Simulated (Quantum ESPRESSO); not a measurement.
# Planted mistakes on one cell of Al7InAs8

Calculated results; nothing here was measured. They come from pw.x of Quantum ESPRESSO 7.5, a plane-wave density functional program, with PseudoDojo standard norm-conserving files (v0.5 for PBE, v0.4.1 for LDA and PBEsol). The cells are made up: elements, strain and atom displacements were drawn at random, and nothing was relaxed. There is no spin polarisation, spin-orbit coupling or dispersion term.

The cell has 16 sites of a zincblende or diamond lattice (two cubes along c). Sites 1 to 8 hold Al Al Al Al Al In Al Al; sites 9 to 16 hold As As As As As As As As. Cell vectors in Å: (5.710, 0.000, 0.000); (0.000, 5.710, 0.000); (0.000, 0.000, 11.419). Settings: PBE, cutoff 1143 eV, 4 x 4 x 2 k mesh shifted by half a step, Fermi-Dirac smearing of 0.025 eV.

The intended run has a self-consistency threshold of 1e-07 eV, a smearing term of 0.000 eV, a pressure of 3.62 GPa and 12 iterations. Each further run changes one thing: all lengths scaled by 1.0135; atoms of sites 8 and 16 exchanged; cutoff 845 eV; files of PBEsol; k mesh 1 x 1 x 1; one electron added; smearing 0.58 eV; threshold 0.04 eV. A coarse mesh keeps the shift, and a charged cell sits in a uniform background.

| run | change of free energy (eV) | smearing term -TS (eV) | change of P (GPa) | largest change of a force component (eV/Å) | iterations |
| --- | --- | --- | --- | --- | --- |
| A | 4.895 | 0.000 | 1.95 | 0.173 | 12 |
| B | 8.521 | -0.016 | 4.52 | 0.250 | 13 |
| C | -0.202 | 0.000 | -2.92 | 0.212 | 12 |
| D | 8.668 | 0.000 | -39.19 | 0.004 | 12 |
| E | 0.013 | 0.000 | 0.50 | 1.079 | 5 |
| F | 33.492 | 0.000 | -2.19 | 0.126 | 12 |
| G | -0.904 | -3.461 | 0.62 | 0.133 | 12 |
| H | 3.771 | -0.011 | 1.66 | 0.507 | 13 |

A rerun of the intended cell at 1437 eV and k mesh 6 x 6 x 4 moved values by no more than 0.017 eV in the cell's energy, 0.02 GPa in stress and 0.002 eV/Å in force.

Question: which change belongs to which run?

## Worked reading

Run E has the fewest iterations, as a run stopped early does. Run G has the largest smearing term, as wide smearing gives. Run D has a higher energy and the largest fall in pressure, as too small a basis gives. Run C changes the volume by a factor of 1.0410; minus its pressure change over the logarithm of that factor, 73 GPa, is a rough bulk modulus with clamped atoms. Energies from files of another functional, or of a charged cell, have another zero and say nothing on stability; the pressure of a charged cell rests on the program's zero of potential too.

## Key

```
run                             change
  A                   k mesh 1 x 1 x 1
  B                 one electron added
  C       all lengths scaled by 1.0135
  D                      cutoff 845 eV
  E                  threshold 0.04 eV
  F                    files of PBEsol
  G                   smearing 0.58 eV
  H  atoms of sites 8 and 16 exchanged
```